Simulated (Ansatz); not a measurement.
**Ti: Boltzmann equation against the high-temperature formula, calculated with Ansatz**

Space group P6_3/mmc (No. 194), 2 atoms in the cell of the first input below: a = 2.900 Å, b = 2.900 Å, c = 4.592 Å, α = 90.00°, β = 90.00°, γ = 120.00°.

The cell was built from a prototype of a structure type listed for this element, relaxed without spin–orbit coupling to zero pressure (pressure 0.0 GPa with this functional, without spin–orbit coupling). Functional: PBEsol.

Input:

```yaml
crystal:
  lattice:
    - [2.900241254, 0.0, 0.0]
    - [-1.450120627, 2.5116826031, 0.0]
    - [0.0, 0.0, 4.5922358041]
  atoms:
    - { symbol: Ti, position: [0.3333333333, 0.6666666667, 0.75] }
    - { symbol: Ti, position: [0.6666666667, 0.3333333333, 0.25] }
basis:
  ecutwfc: 420
  ecutrho_ratio: 4
kpoints:
  mp_grid: { grid: [14, 14, 8] }
hamiltonian:
  xc: pbesol
scf:
  occupations: { method: methfessel_paxton, width: 0.2 }
output: {}
phonons:
  supercell: [2, 2, 2]
  qpath:
    path:
      - [[0.0, 0.0, 0.0], [0.5, 0.0, 0.0], [0.33333333, 0.33333333, 0.0], [0.0, 0.0, 0.0], [0.0, 0.0, 0.5], [0.5, 0.0, 0.5], [0.33333333, 0.33333333, 0.5], [0.0, 0.0, 0.5]]
      - [[0.5, 0.0, 0.5], [0.5, 0.0, 0.0]]
      - [[0.33333333, 0.33333333, 0.5], [0.33333333, 0.33333333, 0.0]]
    npoints: 6
  electrical_resistivity: { mesh: [28, 28, 16], temperatures: [50, 100, 200, 300, 500] }
  superconductivity: { mesh: [28, 28, 16], eliashberg_equations: false }
```

```bash
ansatz run input.yaml --threads 8 --pin off --max-ram 15360MiB --backend cpu --events-out ev --progress --plain --runs-dir out
```

Time: 2.3 min on 8 threads of Intel(R) Xeon(R) Platinum 8488C (Sapphire Rapids) (shared host), peak memory 4.4 GiB.

λ_tr,xx from the finest mesh down: 0.469, 0.480, 0.470. The next coarser mesh moves the resistivity at 300 K by 2 % along the axis that moves most.

The run gives λ_tr,xx = 0.469 and a Drude plasma energy ħω_p,xx = 3.92 eV.

Task: Estimate the resistivity along x at 300 K from the high-temperature formula.

Result: ħ/τ = 2π λ_tr k_B T = 0.0762 eV and ρ = 1/(ε0 ω_p² τ) = 36.87 μΩ cm. The Boltzmann solution gives 35.21 μΩ cm, so the estimate is 5 % high.

| T (K) | ρ_xx (μΩ cm) | ρ_zz (μΩ cm) | formula, xx | R_H, field along x (10⁻¹¹ m³/C) | R_H, field along z (10⁻¹¹ m³/C) |
| --- | --- | --- | --- | --- | --- |
| 50 | 1.01 | 1.02 | 6.14 | -1.73* | 34.8 |
| 100 | 6.85 | 6.82 | 12.29 | -6.91 | 26.3 |
| 200 | 21.41 | 21.48 | 24.58 | -7.74 | 23.1 |
| 300 | 35.21 | 35.33 | 36.87 | -8.44 | 22.7 |
| 500 | 62.47 | 62.57 | 61.45 | -10.4 | 23.1 |

A star marks Hall coefficients that aren't converged: the next coarser mesh moves them by over a fifth (field along x at 50 K: -1.73 against -2.82). The sign of R_H depends on the direction of the field, so it shows no single kind of carrier. At 300 K the next coarser mesh moves R_H by up to 1 %.

At 50 K the solution is 0.16 times the linear formula, and at 500 K 1.02 times. The formula is meant for temperatures above the phonon energies and for bands that vary little within k_B T.

Caveats: small supercell, couplings not converged in it.
